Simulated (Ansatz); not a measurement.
The start is a generated cell, BeCo built in the AFLOW prototype AB_oP4_59_a_b (as in CuTe). A full variable-cell relaxation at zero pressure is run with PBEsol (plane waves to 420 eV, PAW, scalar-relativistic; Ansatz, a first-principles code). The first steps use a coarse 14×11×7 k-mesh.

Initial structure:
```
BeCo
1.0
    2.25526     0.00000     0.00000
    0.00000     2.92825     0.00000
    0.00000     0.00000     4.97588
Be Co
2 2
Direct
  0.00000   0.00000   0.05100
  0.50000   0.50000   0.94900
  0.00000   0.50000   0.27700
  0.50000   0.00000   0.72300
```
Spin-polarised start, with parallel moments on Co.

How large is the pressure on the unrelaxed cell, and of which sign?

+58.5 GPa (positive: the cell is compressed).

What is the largest force in the starting geometry, and on which atom (counted from 1)?

7.37 eV/Å, on Co3, Co4 (atoms numbered as listed).

What symmetry does the relaxed structure have?

The space group goes from Pmmn (No. 59) to Pm-3m (No. 221); the end is CsCl type, with 2 atoms in the primitive magnetic cell.

By how much does the energy per atom fall from start to end?

1.30 eV/atom.

How does the volume per atom move from start to end?

+2.8 %, from 8.22 to 8.45 Å³/atom.

How do the shortest distances between atoms change?

The closest pairs of elements (up to four, under 3.6 Å), start → end: Be–Co 1.85 → 2.22 Å; Be–Be 1.92 → 2.57 Å; Co–Co 2.26 → 2.57 Å.

Is the relaxed structure metallic? Give its gap.

No gap (metallic).

What does it relax into? Give the structure.


Space group Pm-3m (No. 221); a = 2.5659 Å, b = 2.5659 Å, c = 2.5659 Å, α = 90.00°, β = 90.00°, γ = 90.00°

```tsv
atom	site	symmetry	x	y	z
Be	1a	m-3m	0.0000	0.0000	0.0000
Co	1b	m-3m	0.5000	0.5000	0.5000
```

Final values are on a 18×18×18 k-mesh of the relaxed cell. Spin state reached: ferromagnetic (net 0.18 μB/atom), from parallel starting moments; other spin orders were not run from this start.

The run could not lose the symmetry of its start; a randomly shaken copy of 4 atoms returns to this structure.
